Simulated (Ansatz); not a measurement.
Data:

GeS:
Space group P4/nmm, origin choice 1 (No. 129); a = 4.622 Å, b = 4.622 Å, c = 3.978 Å, α = 90.00°, β = 90.00°, γ = 90.00°

```json
[
 {"atom": "Ge", "site": "2c", "symmetry": "4mm", "x": "0.5000", "y": "0.0000", "z": "0.2752"},
 {"atom": "S", "site": "2a", "symmetry": "-4m2", "x": "0.0000", "y": "0.0000", "z": "0.0000"}
]
```

This is the PBE+D3(BJ)-relaxed structure.

**Question.** All from DFT-PBE+D3(BJ) in the program Ansatz with PAW potentials, unless another level is named. Give the smallest direct gap on the standard path.

**Answer.** 0.54 eV.

**Question.** Predict the band gap.

**Answer.** 0.23 eV (indirect).

**Question.** And the formation energy from the elements (no fitted shifts)?

**Answer.** -13 kJ/mol-atom.

The cell is a constructed one: a structure type filled with these elements; neither database checked (COD, Materials Project) lists it. COD files the formula under space group No. 62. Whether it is the stable phase at ambient conditions was not checked. The PBE+D3(BJ) relaxation kept the symmetry of its start; whether a distortion lowers the energy is not shown. The references are the lowest solids computed at this level, not always the standard phases. Scalar-relativistic: spin–orbit coupling is off unless named, which matters more the heavier the elements.

Potentials: the earlier of the program's two PAW sets.
